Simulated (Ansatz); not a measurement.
Sn:
```yaml
crystal:
  lattice:
    - [-4.05380, 4.05380, 4.05380]
    - [4.05380, -4.05380, 4.05380]
    - [4.05380, 4.05380, -4.05380]
  atoms:
    - { symbol: Sn, position: [0.20569, 0.20569, 0.20569] }
    - { symbol: Sn, position: [0.50000, 0.00000, 0.29431] }
    - { symbol: Sn, position: [0.29431, 0.50000, 0.00000] }
    - { symbol: Sn, position: [0.00000, 0.29431, 0.50000] }
    - { symbol: Sn, position: [0.79431, 0.79431, 0.79431] }
    - { symbol: Sn, position: [0.50000, 0.00000, 0.70569] }
    - { symbol: Sn, position: [0.70569, 0.50000, 0.00000] }
    - { symbol: Sn, position: [0.00000, 0.70569, 0.50000] }
```

Relaxed with PBE. Special points in fractions of this cell's reciprocal vectors: Γ (0.000, 0.000, 0.000); H (0.500, -0.500, 0.500); N (0.000, 0.000, 0.500); P (0.250, 0.250, 0.250).

### Question
List the band energies nearest the Fermi level at these points for PBE in the plane-wave PAW code Ansatz.

### Answer
In eV from the Fermi level; about four levels below and three above (degenerate sets whole), none deeper than 8.9 eV; points with the same levels are listed once.

```csv
k,below,above
Γ,-2.58 -2.58 -2.58 -1.03 -1.03 -0.56,1.23 1.23 1.23
H,-1.96 -1.81 -1.81 -1.81,0.42 0.42 0.42
N,-1.39 -1.39 -0.79 -0.79,0.30 0.30 1.47 1.47
P,-2.00 -2.00 -2.00 -2.00,1.63 1.63 1.63 1.63
```

Space group Ia-3. The start of the workflow was typed in or built on a structure type; neither database checked (COD, Materials Project) lists it. It is not the phase usual at ambient conditions (space group No. 141). The cell was relaxed with PBE under the symmetry of its start; its stability against distortions is not shown here. Spin–orbit coupling is left out wherever it is not named.

Potentials: the earlier of the program's two PAW sets.
